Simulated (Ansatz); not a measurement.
# Zone-centre phonons of In2GaAs3: input and output

Computed with DFT PBEsol, scalar-relativistic, plane waves, PAW (Ansatz 0.2.0).

Launched with:
```bash
ansatz run input.yaml --threads 4 --pin off --max-ram 12288MiB --backend cpu --events-out ev --progress --plain --runs-dir out
```

Input (bare energies are in eV):
```yaml
crystal:
  lattice:
    - [-2.0978104234, 2.0978104234, 8.959624632]
    - [2.0978104234, -2.0978104234, 8.959624632]
    - [2.0978104234, 2.0978104234, -8.959624632]
  atoms:
    - { symbol: In, position: [0.33719795, 0.33719795, 0.0] }
    - { symbol: In, position: [0.66280205, 0.66280205, 0.0] }
    - { symbol: Ga, position: [0.0, 0.0, 0.0] }
    - { symbol: As, position: [0.25, 0.75, 0.5] }
    - { symbol: As, position: [0.5749759426, 0.0749759426, 0.5] }
    - { symbol: As, position: [0.9250240574, 0.4250240574, 0.5] }
basis:
  ecutwfc: 420
kpoints:
  mp_grid: { grid: [12, 12, 12] }
hamiltonian:
  xc: pbesol
scf:
  occupations: { method: fermi_dirac, width: 0.15 }
output:
  eigenvalues: true
phonons:
  method: dfpt
  eigenvectors: true
```

The end of the output:
```
--- Phonons (Γ-DFPT): 10 representative perturbations + reference, on 280 of 1728 k-points (Σ response iterations 33) ---
  k mesh reduced under 4 symmetry operations, with k and −k counted as one. Each operation leaves every solved displacement unchanged or reverses it
  ASR residual: 5.728e-5 → 0.000e0 eV/Å²; symmetrization residual: 1.171e-5 eV/Å²
  ASR residual per site (eV/Å²): 4.48e-5 4.48e-5 4.11e-5 1.79e-5 5.73e-5 5.73e-5
  Γ frequencies (cm⁻¹): 0.00 0.00 0.00 48.55 48.55 61.25 61.25 132.48 145.69 212.33 212.33 215.12 215.12 218.88 219.22 230.50 230.50 240.02
  non-analytic LO–TO correction: not included (Born effective charges unavailable; polar crystals: no LO–TO splitting at Γ)
```

Time: 23 min on 4 threads of Intel(R) Xeon(R) Platinum 8375C CPU @ 2.90GHz (Ice Lake) (shared host), peak memory 7.2 GiB.

Without a gap, frequencies and elastic constants depend on the k mesh and the smearing, soft modes and shear constants most.

The bands only touch here, so at this level the crystal is a zero-gap semiconductor or semimetal, not an ordinary metal; spin–orbit coupling, left out, can open or move such a gap.